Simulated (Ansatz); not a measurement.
Trial structure of Al2InAs3, not yet relaxed:

```yaml
crystal:
  lattice:
    - [-1.96295, 1.96295, 8.32807]
    - [1.96295, -1.96295, 8.32807]
    - [1.96295, 1.96295, -8.32807]
  atoms:
    - { symbol: Al, position: [0.66667, 0.66667, 0.00000] }
    - { symbol: Al, position: [0.33333, 0.33333, 0.00000] }
    - { symbol: In, position: [0.00000, 0.00000, 0.00000] }
    - { symbol: As, position: [0.91667, 0.41667, 0.50000] }
    - { symbol: As, position: [0.25000, 0.75000, 0.50000] }
    - { symbol: As, position: [0.58333, 0.08333, 0.50000] }
```

Theory: DFT PBE, scalar-relativistic, plane waves, PAW (Ansatz 0.2.0). Plane waves to 420 eV, a k mesh through Γ of 6×6×6 on the computed 6-atom cell and Gaussian smearing (0.10 eV); no spin polarisation.

Formation energies are uncorrected and refer to the elements' standard structures at the same level.

Question: Estimate its pressure, forces and energy as it stands.

Answer: The pressure is 16.2 GPa (the mean over three directions, positive in compression), the largest force is 2.33 eV/Å, and the energy is −0.17 eV/atom against the elements. The shortest distance is 2.40 Å.

Question: Is it a good guess?

Answer: A rough one: relaxing gains about 0.23 eV/atom in 9 ionic steps and ends at −0.391 eV/atom on the finer mesh. The symmetry stays I-4m2 (No. 119). The volume per atom grows by 18.5 %, from 21.4 to 25.3 Å³. The shortest distance goes from 2.40 Å (Al–As and In–As) to 2.49 Å (Al–As). Conventional cell: a = 4.150 Å, c = 17.661 Å. Around Al lie 4 As at 2.49–2.50 Å; In has 4 As at 2.64 Å; As on a site of symmetry 2mm has 2 Al at 2.49 Å and 2 In at 2.64 Å; 1 more site not described.

The last run used a 10×10×10 mesh for its 6-atom cell and Gaussian smearing of 0.02 eV. The reference form of As is held partly by dispersion forces, which this level lacks. The relaxation can't lower the symmetry of the start, and the grade says only how near the guess is to its own end. A later test with randomly moved atoms came back to the same energy, though modes that don't fit the test's cell weren't probed.
